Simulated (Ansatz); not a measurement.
ZrO2:
```cif
data_O8Zr4
_chemical_formula_sum 'Zr4 O8'
_space_group_name_H-M_alt 'P 1'
_space_group_IT_number 1
_cell_length_a 5.08535
_cell_length_b 5.18096
_cell_length_c 5.24113
_cell_angle_alpha 90.000
_cell_angle_beta 99.526
_cell_angle_gamma 90.000
loop_
_space_group_symop_operation_xyz
  'x, y, z'
loop_
_atom_site_label
_atom_site_type_symbol
_atom_site_fract_x
_atom_site_fract_y
_atom_site_fract_z
_atom_site_occupancy
Zr1 Zr 0.27773 0.04254 0.20930 1
Zr2 Zr 0.72227 0.54254 0.29070 1
Zr3 Zr 0.72227 0.95746 0.79070 1
Zr4 Zr 0.27773 0.45746 0.70930 1
O1 O 0.07252 0.34128 0.33723 1
O2 O 0.92748 0.84128 0.16277 1
O3 O 0.92748 0.65872 0.66277 1
O4 O 0.07252 0.15872 0.83723 1
O5 O 0.44768 0.75811 0.48146 1
O6 O 0.55232 0.25811 0.01854 1
O7 O 0.55232 0.24189 0.51854 1
O8 O 0.44768 0.74189 0.98146 1
```

Relaxed with LDA.

Task: Which orbitals make up the states near the band edges in plane-wave PAW LDA (Ansatz code)?

Result: Top 1 eV of the valence band: O 2p 93 %. Bottom 1 eV of the conduction band: Zr 4d 84 %, O 2p 12 %. Projections are on Löwdin-orthogonalised atomic valence shells; empty p or d shells of many metals are not among them.

Task: Tabulate the density of states.

Result: States/eV per cell of 12 atoms, in 0.25 eV bins, energy from the valence-band maximum.

```
E (eV)  total   O 2p  Zr 4d  O 2s
------  -----  -----  -----  ----
-7.85    0.00   0.00   0.00  0.00
-7.60    0.00   0.00   0.00  0.00
-7.35    0.00   0.00   0.00  0.00
-7.10    0.00   0.00   0.00  0.00
-6.85    0.00   0.00   0.00  0.00
-6.60    0.00   0.00   0.00  0.00
-6.35    0.00   0.00   0.00  0.00
-6.10    0.00   0.00   0.00  0.00
-5.85    0.00   0.00   0.00  0.00
-5.60    0.00   0.00   0.00  0.00
-5.35    0.02   0.01   0.01  0.00
-5.10    2.34   1.54   0.64  0.01
-4.85    5.32   3.56   1.43  0.03
-4.60   11.13   7.54   3.07  0.06
-4.35   11.96   8.11   3.38  0.07
-4.10   10.84   7.50   2.86  0.08
-3.85    8.08   5.73   1.97  0.06
-3.60    9.00   6.59   1.95  0.08
-3.35    7.88   5.90   1.55  0.09
-3.10    8.15   6.29   1.38  0.11
-2.85    8.36   6.59   1.29  0.12
-2.60    9.43   7.59   1.33  0.12
-2.35    9.09   7.41   1.24  0.10
-2.10   10.82   8.93   1.40  0.11
-1.85   10.42   8.76   1.22  0.10
-1.60   12.72  10.95   1.26  0.10
-1.35   12.11  10.68   0.99  0.07
-1.10   11.50  10.33   0.81  0.05
-0.85   12.93  11.85   0.69  0.04
-0.60   12.25  11.41   0.51  0.03
-0.35    5.77   5.46   0.18  0.02
-0.10    1.88   1.82   0.03  0.00
0.15     0.00   0.00   0.00  0.00
0.40     0.00   0.00   0.00  0.00
0.65     0.00   0.00   0.00  0.00
0.90     0.00   0.00   0.00  0.00
1.15     0.00   0.00   0.00  0.00
1.40     0.00   0.00   0.00  0.00
1.65     0.00   0.00   0.00  0.00
1.90     0.00   0.00   0.00  0.00
2.15     0.00   0.00   0.00  0.00
2.40     0.00   0.00   0.00  0.00
2.65     0.00   0.00   0.00  0.00
2.90     0.00   0.00   0.00  0.00
3.15     0.00   0.00   0.00  0.00
3.40     0.00   0.00   0.00  0.00
3.65     0.49   0.06   0.41  0.00
3.90     2.30   0.28   1.94  0.01
4.15     5.55   0.65   4.65  0.04
4.40     7.07   0.92   5.83  0.08
4.65     8.06   0.85   6.83  0.09
4.90     8.41   0.97   7.01  0.12
5.15     6.19   0.81   5.06  0.09
5.40     8.98   1.36   7.12  0.17
5.65     8.20   1.09   6.59  0.20
5.90     8.12   1.18   6.27  0.33
6.15     7.68   1.04   5.91  0.40
6.40     7.50   1.06   5.66  0.45
6.65     2.75   0.42   2.00  0.17
6.90     7.41   1.29   5.14  0.42
7.15     6.74   1.11   4.61  0.47
7.40     8.43   1.07   5.79  0.90
7.65     8.40   1.27   5.42  0.86
7.90     4.23   0.74   2.61  0.37
8.15     6.16   1.15   3.81  0.49
8.40     6.63   1.37   4.15  0.48
```

Space group P2_1/c. Symmetry was held in the LDA relaxation. No spin polarisation was allowed. Scalar-relativistic: spin–orbit coupling is off unless named, which matters more the heavier the elements.

Potentials: the later of the program's two PAW sets.
